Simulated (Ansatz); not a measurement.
BN (wurtzite)

```xyz
4
Lattice="2.5545 0.0000 0.0000 -1.2773 2.2123 0.0000 0.0000 0.0000 4.2246" Properties=species:S:1:pos:R:3 pbc="T T T"
B      1.2773     0.7374     4.2242
B      0.0000     1.4749     2.1119
N      1.2773     0.7374     2.6416
N      0.0000     1.4749     0.5293
```

The volume is varied about the relaxed value V₀ at fixed cell shape. The atoms relax within the cell's symmetry.

Method: PBE (plane waves to 420 eV, PAW, scalar-relativistic; Ansatz, a first-principles code). k mesh 15×15×8 (Γ-centred), Fermi-Dirac smearing 0.05 eV. The energy includes the smearing's −TS. Stress and pressure are positive under compression. With the shape held, the modulus is that of even scaling; a crystal free to change shape is softer. BN was relaxed with its symmetry unable to fall. ΔE is measured from the relaxed starting cell.

| V (Å³/atom) | ΔE (meV/atom) |
|---|---|
| 5.611 | 27.4 |
| 5.682 | 17.2 |
| 5.754 | 9.5 |
| 5.825 | withheld |
| 5.897 | 1.0 |
| 5.969 | 0.0 |
| 6.040 | 1.0 |
| 6.112 | 3.8 |
| 6.184 | 8.5 |
| 6.255 | 14.8 |
| 6.327 | 22.7 |

Question: Fit a third-order Birch-Murnaghan form (E₀, V₀, B₀, B₀′ free) to the given rows and predict ΔE at V = 5.825.

Answer: Least squares on the 10 given rows: ΔE = E₀ + (9V₀B₀/16)·y²·[2 + (B₀′ − 4)y], y = (V₀/V)^(2/3) − 1, with V₀ = 5.969 Å³/atom, B₀ = 371.3 GPa (160.2 GPa = 1 eV/Å³; the term in eV is multiplied by 1000), B₀′ = 3.80, E₀ = 0.00 meV/atom; root-mean-square residual 0.05 meV/atom. At 5.825 the fit gives 4.2 meV/atom; the calculation gives 4.1 meV/atom, so the interpolation is off by 0.1 (+2.4 %). For the pressure the fit gives 9.5 GPa against the computed 9.4 GPa.

(A scan under strain: stresses follow from slopes of the energy per volume, elastic moduli from its curvatures.)
